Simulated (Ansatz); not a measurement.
AgCl:
```xyz
2
Lattice="0.0000 2.7724 2.7724 2.7724 0.0000 2.7724 2.7724 2.7724 0.0000" Properties=species:S:1:pos:R:3 pbc="T T T"
Ag     2.7724     2.7724     2.7724
Cl     0.0000     0.0000     0.0000
```

Relaxed with r²SCAN. Special points in fractions of this cell's reciprocal vectors: Γ (0.000, 0.000, 0.000); X (0.500, 0.000, 0.500); U (0.625, 0.250, 0.625); K (0.375, 0.375, 0.750); L (0.500, 0.500, 0.500); W (0.500, 0.250, 0.750).

Question: List the band energies nearest the valence-band maximum at these points for r²SCAN with spin–orbit coupling (plane waves, PAW; program Ansatz).

Answer: In eV from the valence-band maximum; about four levels below and three above (degenerate sets whole), none deeper than 8.9 eV; points with the same levels are listed once.

| k | below | above |
|---|---|---|
| Γ | -2.25 -2.25 -2.25 -2.25 | 1.43 1.43 11.13 11.13 11.13 11.13 |
| X | -1.85 -1.85 -1.72 -1.72 | 2.92 2.92 8.26 8.26 |
| U | -1.57 -1.57 -1.05 -1.05 | 4.15 4.15 7.67 7.67 |
| L | -0.05 -0.05 0.00 0.00 | 4.68 4.68 7.18 7.18 |
| W | -1.78 -1.78 -1.14 -1.14 | 4.72 4.72 8.28 8.28 |

Space group Fm-3m (rock salt). The r²SCAN relaxation kept the symmetry of its start; phonons on a q-mesh show no instability. No spin polarisation was allowed.

Potentials: the later of the program's two PAW sets.
